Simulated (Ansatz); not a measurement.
The start is a relaxed Ti cell displaced along its unstable phonon at q = Γ (106i cm⁻¹), largest move 0.15 Å. The structure is fully relaxed (lattice and positions, P = 0) with PBEsol (plane waves to 420 eV, PAW, scalar-relativistic; Ansatz, an electronic-structure program). The first steps use a coarse 8×8×14 k-mesh.

Input geometry:
```yaml
crystal:
  lattice:
    - [4.68547, 0.00000, 0.00000]
    - [-2.34274, 4.05774, 0.00000]
    - [0.00000, 0.00000, 2.37333]
  atoms:
    - { symbol: Ti, position: [0.33333, 0.66667, 0.06320] }
    - { symbol: Ti, position: [0.66667, 0.33333, 0.93680] }
```

**Question.** By how much does the energy per atom fall from start to end?

**Answer.** About 1.5 eV/atom.

**Question.** How does the volume change?

**Answer.** -25.9 %, from 22.56 to 16.72 Å³/atom.

**Question.** How do the shortest distances between atoms change?

**Answer.** The closest pairs of elements (up to four, under 3.6 Å), start → end: Ti–Ti 2.37 → 2.84 Å.

**Question.** What band gap does the relaxed structure have at this level?

**Answer.** Zero (metallic).

**Question.** What does it relax into? Give the structure.

**Answer.** 
Space group P6₃/mmc (No. 194); a = b = 2.900 Å, c = 4.590 Å, α = β = 90.00°, γ = 120.00°

| atom | site | symmetry | x | y | z |
|---|---|---|---|---|---|
| Ti | 2c | -6m2 | 0.3333 | 0.6667 | 0.2500 |

Final values are on a 18×18×10 k-mesh of the relaxed cell. The start holds a very short contact (Ti–Ti 2.37 Å). No spin polarisation in the result.

The run could not lose the symmetry of its start.

Of the parent cell (P6/mmm (No. 191)): it is a generated cell of Ti: the first start was made by placing the elements on the sites of a structure type, and the end was not matched to a known phase here, so it may be hypothetical. Known forms of Ti include space group No. 194.
